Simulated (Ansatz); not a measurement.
# Structures of CdO2: which is lowest?

Plane-wave DFT in Ansatz with scalar-relativistic PAW potentials, cutoff 500 eV, Γ-centred meshes chosen by cell and gap, Gaussian smearing with energies taken to zero width. Every cell was relaxed (cell and atoms) in a run of its own, within the symmetry of its start. Functional: r2SCAN.

Relaxed structures (starts from databases or built by putting these elements on another compound's sites):
A. Pn-3m, 6 atoms in the computed cell, a = 4.681 Å; sites (symmetry × multiplicity) Cd -43m × 2, O .-3m × 4; start: built
B. P6/mmm, 3 atoms in the computed cell, a = 3.593 Å, c = 2.998 Å; sites (symmetry × multiplicity) Cd 6/mmm × 1, O -6m2 × 2; start: built

Question: Rank them by energy. Could pressure change the order?

Answer:
| structure | group | E − E(lowest) (meV/atom) | V (Å³/atom) | gap on mesh (eV) |
| --- | --- | --- | --- | --- |
| B | P6/mmm | 0.0 | 11.17 | 0.00 |
| A | Pn-3m | 319 | 17.10 | 0.00 |

B is lowest, 319 meV/atom under A. The lowest is also the densest of these, so pressure wouldn't bring one of the others in at first order. Other structures may lie lower than all of these, and vibrations aren't counted.

Spin polarisation was left out, and a magnetic state may lie lower.